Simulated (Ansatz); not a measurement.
Starting cell, Cu (fcc, Cu type):

```
CELL_PARAMETERS angstrom
      0.00000     3.57902     3.57902
      1.78951     1.78951     3.57902
      1.78951     1.78951     0.00000
ATOMIC_POSITIONS crystal
  Cu 0.00000 0.00000 0.00000
  Cu 0.50000 0.00000 0.00000
```

A phonon eigenvector at X = (0.5, 0.5, 0.0) is frozen into this cell: atom i moves by Q times the vector below, so Q is the largest atomic displacement, in Å. The cell is held. It is one choice among 2 degenerate patterns. (q is in reciprocal vectors of the primitive cell; the cell shown is doubled to hold the pattern.)

| atom | x | y | z |
|---|---|---|---|
| Cu1 | 0.000 | 1.000 | 0.000 |
| Cu2 | 0.000 | -1.000 | 0.000 |

Level of theory: r2SCAN (plane waves to 500 eV, PAW, scalar-relativistic; Ansatz, an electronic-structure program). k mesh 22×22×22 (Γ-centred), Fermi-Dirac smearing 0.05 eV. With partly filled bands, energies and forces of such displacements shift with the k mesh and the smearing. Cu is run without spin polarisation. Cu was relaxed with its symmetry unable to fall. The PAW data are Ansatz's earlier set. 

| Q (Å) | −dE/dQ from forces (eV/Å) |
|---|---|
| -0.280 | 4.981 |
| -0.233 | 3.967 |
| -0.187 | 3.041 |
| -0.140 | 2.202 |
| -0.093 | 1.430 |
| -0.047 | 0.704 |
| 0.000 | 0.000 |
| 0.047 | -0.704 |
| 0.093 | -1.430 |
| 0.140 | -2.202 |
| 0.187 | -3.041 |
| 0.233 | -3.967 |
| 0.280 | -4.981 |

What harmonic wavenumber does the curvature at Q = 0 give?

179 cm⁻¹. E″ = 15.00 eV/Å², M = Σ mᵢ|uᵢ|² = 127.1 u, ν̃ = 521.5·√(|E″|/M).

(For displaced atoms, the force is minus the slope of the energy, and its curvature is a force constant, which sets phonon frequencies.)
